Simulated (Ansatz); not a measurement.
Relaxed-ion elastic tensor of Ta2SiN in space group P6_3/mmc (No. 194; Si on 2d, Ta on 4f, N on 2a) in GPa (Voigt order), DFT-PBEsol in the program Ansatz with PAW potentials; density 12.59 g/cm³, 13.32 Å³ per atom.

```tsv
	1	2	3	4	5	6
1	292	198	214	0.0	0.0	0.0
2	198	292	214	0.0	0.0	0.0
3	214	214	362	0.0	0.0	0.0
4	0.0	0.0	0.0	185	0.0	0.0
5	0.0	0.0	0.0	0.0	185	0.0
6	0.0	0.0	0.0	0.0	0.0	47.2
```

**Question.** Is the crystal mechanically stable?

**Answer.** Yes: the smallest eigenvalue of C is 47.2 GPa.

**Question.** Work out the Voigt, Reuss and Hill averages.

**Answer.** K_V = 244, K_R = 240, K_H = 242; G_V = 105, G_R = 71.2, G_H = 88.1 GPa.

**Question.** Give Young's modulus, Poisson's ratio, Pugh's ratio and the universal anisotropy index.

**Answer.** E = 9KG/(3K + G) = 236 GPa; ν = 0.34; K/G = 2.75 (ductile by the Pugh limit of 1.75); A_U = 5G_V/G_R + K_V/K_R − 6 = 2.39.

**Question.** Estimate the sound speeds and the Debye temperature.

**Answer.** v_l = √((K + 4G/3)/ρ) = 5350 m/s, v_t = √(G/ρ) = 2650 m/s, mean 2970 m/s; Θ = (h/k)(3n/4πV)^(1/3) v_m = 373 K.

**Question.** How much does each axis shrink under pressure?

**Answer.** Linear compressibilities β_i = Σ_j S_ij (j = 1 to 3): x 1.7, y 1.7, z 0.73 per TPa.

The start of the workflow was typed in or built on a structure type; neither database checked (COD, Materials Project) lists it. Its standing as an ambient phase is unchecked. The PBEsol relaxation kept the symmetry of its start; its stability against distortions is not shown here. No spin polarisation was allowed. As this level gives no gap, shear constants depend on the k-mesh and smearing (Fermi–Dirac, 0.1 eV here). On the denser mesh and wider smearing of the elastic run this cell carries a stress of 0.4 GPa. Scalar-relativistic: spin–orbit coupling is off unless named, which matters more the heavier the elements.

Potentials: the later of the program's two PAW sets.
